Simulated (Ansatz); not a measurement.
Below is a relaxed structure of In₂PtSe₂. The cell was found from a structure generator's guess, not taken from experiment.

Method: DFT PBE, scalar-relativistic, plane waves, PAW in Ansatz 0.2.0. Cutoff 420 eV, Γ-centred mesh, Gaussian smearing, no spin polarisation.

```cif
data_structure
_symmetry_space_group_name_H-M 'P 1'
_symmetry_Int_Tables_number 1
_cell_length_a 5.0342
_cell_length_b 5.0342
_cell_length_c 5.9539
_cell_angle_alpha 90.000
_cell_angle_beta 90.000
_cell_angle_gamma 108.994
_cell_volume 142.67
loop_
_atom_site_label
_atom_site_type_symbol
_atom_site_fract_x
_atom_site_fract_y
_atom_site_fract_z
_atom_site_occupancy
In1 In 0.00000 0.50000 0.00000 1
In2 In 0.50000 0.00000 0.00000 1
Pt1 Pt 0.00000 0.00000 0.50000 1
Se1 Se 0.00000 0.50000 0.50000 1
Se2 Se 0.50000 0.00000 0.50000 1
```

The zero of energy is the elements' standard structures at the same level; no fitted shifts are applied.

Task: Find its symmetry and describe it.

Result: Cmmm (No. 65). Conventional cell: a = 5.847 Å, b = 8.197 Å, c = 5.954 Å. Around In lie 2 In at 2.92 Å and 2 Se at 2.98 Å; Pt is surrounded by 4 Se at 2.52 Å; Se has 2 Pt at 2.52 Å, 2 Se at 2.92 Å and 2 In at 2.98 Å.

Task: How far does it lie from the elements in energy?

Result: +0.12 eV/atom. It can't be a ground state, since the elements alone are lower.

Task: Is it a metal?

Result: Yes, bands cross the Fermi level on the 8×8×6 mesh.

The last run used an 8×8×6 mesh (in the run's order of axes) for its 5-atom cell and Gaussian smearing of 0.10 eV. These runs have no spin–orbit coupling, which can matter for Pt. The reference form of Se is held partly by dispersion forces, which this level lacks. A structure relaxed within its symmetry needn't be a true minimum. Another cell of In2PtSe2 relaxed alike, in Immm, lies 0.40 eV/atom lower, so this cell isn't the stable form at this level.
